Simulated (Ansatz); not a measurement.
Level of theory: Ansatz 0.2.0, DFT PBE, scalar-relativistic, plane waves, PAW. Settings: cutoff 420 eV, Γ-centred meshes spaced at most about 0.3 Å⁻¹, and about 0.25 Å⁻¹ or finer for metals (2π included), Gaussian smearing. No spin polarisation in the final relaxations.

All energies are static (0 K, no zero-point motion).

Two forms of ZrC2 were relaxed alike.

1.

Space group P6/mmm (No. 191). a = 3.209 Å, b = 3.209 Å, c = 3.294 Å, α = 90.00°, β = 90.00°, γ = 120.00°
```tsv
atom	site	symmetry	x	y	z
Zr	1a	6/mmm	0.0000	0.0000	0.0000
C	2d	-6m2	0.3333	0.6667	0.5000
```

2.

Space group Cmmm (No. 65). a = 2.715 Å, b = 6.973 Å, c = 3.104 Å, α = 90.00°, β = 90.00°, γ = 90.00°
| atom | site | symmetry | x | y | z |
| --- | --- | --- | --- | --- | --- |
| Zr | 2d | mmm | 0.0000 | 0.0000 | 0.5000 |
| C | 4i | m2m | 0.5000 | 0.8001 | 0.0000 |

Question: Which would you expect to be lower, and how large is the difference?

Answer: Cell 2 is lower, by 0.57 eV/atom. Cell 1 has the AlB2 type, space group P6/mmm (No. 191), 9.8 Å³/atom and no gap on its mesh; cell 2 has space group Cmmm (No. 65), 9.8 Å³/atom and no gap. Cell 2 holds C–C chains (shortest 1.53 Å); in cell 1 the shortest C–C distance is 1.85 Å, near bonding range too. Even the lower one lies +0.18 eV/atom against the reference forms of the elements (uncorrected), so neither is stable at this level. In cell 1, around Zr lie 12 C at 2.48 Å and 8 Zr at 3.21–3.29 Å; around C lie 3 C at 1.85 Å and 6 Zr at 2.48 Å. In cell 2, Zr is surrounded by 12 C at 2.49–2.61 Å, 2 Zr at 2.72 Å and 2 Zr at 3.10 Å; C has 2 C at 1.53 Å and 6 Zr at 2.49–2.61 Å. Both come from invented guesses.

Cells relaxed within their symmetry can be saddle points. The Cmmm cell of ZrC2 came from shaking the P6/mmm one.
